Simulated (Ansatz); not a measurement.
# Trial structures of Te₃MoPt: starts and ends

All numbers below come from DFT PBE, scalar-relativistic, plane waves, PAW (Ansatz). Settings: cutoff 420 eV, Γ-centred meshes spaced at most about 0.3 Å⁻¹, and about 0.25 Å⁻¹ or finer for metals (2π included), Gaussian smearing. Collinear spin in cells that started with moments and kept them past the coarse steps, no spin elsewhere.

Each guess was relaxed in cell and atoms at zero pressure, within the symmetry of its start. All energies are static (0 K, no zero-point motion). Coordination counts Te atoms around Mo and Pt (those within 1.25 times the shortest such distance or 1.15 times the sum of covalent radii; a plus sign parts nearer from farther groups; the shortest distance is added where it is long for a bond).

```csv
guess,made from,start group,V start (Å³/atom),end group,V end (Å³/atom),coordination at the end,gap on mesh (eV),largest moment (μB),E over the lowest end (meV/atom)
1,KAgF3 type,Cmmm,24.3,Pm-3m (antiperovskite),29.8,"Mo 12 from 3.7 Å, Pt 6",0,3.9,581
2,random cell,R-3m,28.8,R-3m,27.4,"Mo 6, Pt 6",0,0.0,400
3,Sr3BiP type,Pm-3m,36.7,?,?,?,?,?,?
4,CeBPt3 type,P4mm,25.9,P4mm,28.3,"Mo 5, Pt 4+4 from 3.2 Å",0,-,0
```

Guess 3 as it starts:

Space group Pm-3m (No. 221). a = 5.685 Å, b = 5.685 Å, c = 5.685 Å, α = 90.00°, β = 90.00°, γ = 90.00°
```tsv
atom	site	symmetry	x	y	z
Te	3c	4/mm.m	0.0000	0.5000	0.5000
Mo	1b	m-3m	0.5000	0.5000	0.5000
Pt	1a	m-3m	0.0000	0.0000	0.0000
```

**Question.** Predict the end of this guess and its energy over the lowest end.

**Answer.** It ends in the antiperovskite type, space group Pm-3m (No. 221), with a = 5.203 Å, 28.2 Å³/atom and no gap, without spin. It lies 0.51 eV/atom over the lowest end, above guess 2 and below guess 1. Counting Te atoms around Mo and Pt, this end has Mo 6, Pt 12 from 3.7 Å and the lowest (guess 4) has Mo 5, Pt 4+4 from 3.2 Å. The lowest (guess 4) holds Te–Te nets (shortest 2.92 Å); in this end the shortest Te–Te distance is 3.68 Å.

```
Te Mo Pt
1.0
     5.20330    0.00000    0.00000
     0.00000    5.20330    0.00000
     0.00000    0.00000    5.20330
Te Mo Pt
3 1 1
Direct
  0.00000 0.50000 0.50000
  0.50000 0.00000 0.50000
  0.50000 0.50000 0.00000
  0.50000 0.50000 0.50000
  0.00000 0.00000 0.00000
```

Formation energies are uncorrected and refer to the elements' standard structures at the same level.

**Question.** Is the lowest end bound against the elements?

**Answer.** No: its formation energy is +0.39 eV/atom. The separate elements lie lower, so it is unstable against them.

Weakly bound directions are ill-defined at this level, which has no dispersion term (P4mm), and this can change margins and order among such cells. These runs have no spin–orbit coupling, which can matter for Pt and Te. The reference form of Te is held partly by dispersion forces, which this level lacks. The magnetic state reached may not be the lowest. Cells relaxed within their symmetry can be saddle points. A lower structure may well exist outside this small set. Some structure types and database cells were kept out of the candidates from the start, so a known form may be missing.
